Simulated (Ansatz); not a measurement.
BAs:
```xyz
2
Lattice="2.9029 0.0000 0.0000 0.0000 2.9029 0.0000 0.0000 0.0000 2.9029" Properties=species:S:1:pos:R:3 pbc="T T T"
B      0.0000     0.0000     0.0000
As     1.4515     1.4515     1.4515
```

Relaxed with PBEsol. Special points in fractions of this cell's reciprocal vectors: Γ (0.000, 0.000, 0.000); X (0.000, 0.500, 0.000); M (0.500, 0.500, 0.000); R (0.500, 0.500, 0.500).

### Question
List the band energies nearest the Fermi level at these points for DFT-PBEsol in the program Ansatz with PAW potentials.

### Answer
In eV from the Fermi level; about four levels below and three above (degenerate sets whole), none deeper than 8.9 eV; … stands for higher levels left out; points with the same levels are listed once.

```tsv
k	below	above
Γ	-0.96 -0.96 -0.96 0.00	5.53 5.53 …
X	–	2.81 2.81 3.28 3.28
M	-7.12 -7.12 -5.58	4.15 5.26 …
R	-3.27 -3.27 -3.27 -2.51	…
```

Space group Pm-3m (CsCl type). The start of the workflow was typed in or built on a structure type; neither database checked (COD, Materials Project) lists it. It is not the phase usual at ambient conditions (space group No. 216). The cell was relaxed with PBEsol under the symmetry of its start. At this level the phase is dynamically unstable (imaginary phonons). The volume moved by 26 % from the start of the relaxation. Its formation energy is positive at this level, so the cell may be metastable or incomplete. Spin–orbit coupling is left out wherever it is not named.

Potentials: the earlier of the program's two PAW sets. The files were generated under PBE; for other functionals the program regenerates the frozen cores, and for LDA and PBEsol the local potential too.
